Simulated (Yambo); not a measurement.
G0W0@PBEsol for KIO3 (space group R3m, No. 160) in Yambo. Reference settings: 2×2×2 Γ-centred k mesh, 254 bands and a 7 Ry block in the screening, 254 bands in G with the Bruneval-Gonze terminator, plasmon pole fitted at 27.2 eV. The PBEsol gap Z → Z on this mesh is 2.27 eV; G0W0 gaps are taken between the same points.

With and without the terminator, as bands are cut:

```csv
bands in G (in W),"gap, terminator (eV)","gap, none (eV)","valence shift, terminator (eV)","valence shift, none (eV)"
100 (254),3.932,3.891,-0.682,-0.107
166 (254),3.912,3.876,-0.719,-0.390
254 (254),3.908,3.886,-0.726,-0.541
```

Over this range the gap spans 0.024 eV with the terminator and 0.015 eV without, the valence shift 0.044 eV and 0.434 eV. Neither column has reached its limit for certain.

Spin-orbit coupling is included.

Geometry of the Materials Project entry, not relaxed at this level; primitive cell a = b = c = 4.438 Å, α = β = γ = 88.67°.

A shift is the quasiparticle energy of the state minus its PBEsol energy.
